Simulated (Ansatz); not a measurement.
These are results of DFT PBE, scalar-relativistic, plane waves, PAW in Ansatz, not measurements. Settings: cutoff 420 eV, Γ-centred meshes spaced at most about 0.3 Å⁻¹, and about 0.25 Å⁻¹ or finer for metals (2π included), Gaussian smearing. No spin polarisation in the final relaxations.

Temperature and zero-point effects are left out. All come from trial cells, and lower structures may exist.

Problem. Order these relaxed structures of HfPb4O by energy, lowest first, with the energy over the lowest of them.
A.

Space group F-43m (No. 216). a = 8.740 Å, b = 8.740 Å, c = 8.740 Å, α = 90.00°, β = 90.00°, γ = 90.00°
| atom | site | symmetry | x | y | z |
| --- | --- | --- | --- | --- | --- |
| Hf | 4a | -43m | 0.0000 | 0.0000 | 0.0000 |
| Pb | 16e | .3m | 0.8748 | 0.3748 | 0.1252 |
| O | 4c | -43m | 0.2500 | 0.2500 | 0.2500 |

B.

Space group P6/mmm (No. 191). a = 5.403 Å, b = 5.403 Å, c = 5.978 Å, α = 90.00°, β = 90.00°, γ = 120.00°
```
atom  site  symmetry       x       y       z
  Hf    1a     6/mmm  0.0000  0.0000  0.0000
  Pb    4h       3m. 0.3333  0.6667  0.7472
   O    1b     6/mmm  0.0000  0.0000  0.5000
```

C.

Space group F-43m (No. 216). a = 9.663 Å, b = 9.663 Å, c = 9.663 Å, α = 90.00°, β = 90.00°, γ = 90.00°
```csv
atom,site,symmetry,x,y,z
Hf,4a,-43m,0.0000,0.0000,0.0000
Pb,16e,.3m,0.3665,0.1335,0.8665
O,4b,-43m,0.5000,0.0000,0.0000
```

D.

Space group P-6m2 (No. 187). a = 7.791 Å, b = 7.791 Å, c = 3.435 Å, α = 90.00°, β = 90.00°, γ = 120.00°
```tsv
atom	site	symmetry	x	y	z
Hf	1a	-6m2	0.0000	0.0000	0.0000
Pb	1e	-6m2	0.6667	0.3333	0.0000
Pb	3k	mm2	0.0542	0.5271	0.5000
O	1c	-6m2	0.3333	0.6667	0.0000
```

Solution. B (0 meV/atom), D (108 meV/atom), C (240 meV/atom), A (336 meV/atom). Forms: B P6/mmm; D P-6m2; C F-43m; A F-43m. Even the lowest lies +0.39 eV/atom against the elements.

Spin–orbit coupling, which can matter for Hf and Pb, is left out. A magnetic state wasn't ruled out in cells without spin, among them P6/mmm. Cells relaxed within their symmetry can be saddle points. Some candidate types were left out of the draw beforehand, so a known form may be missing.
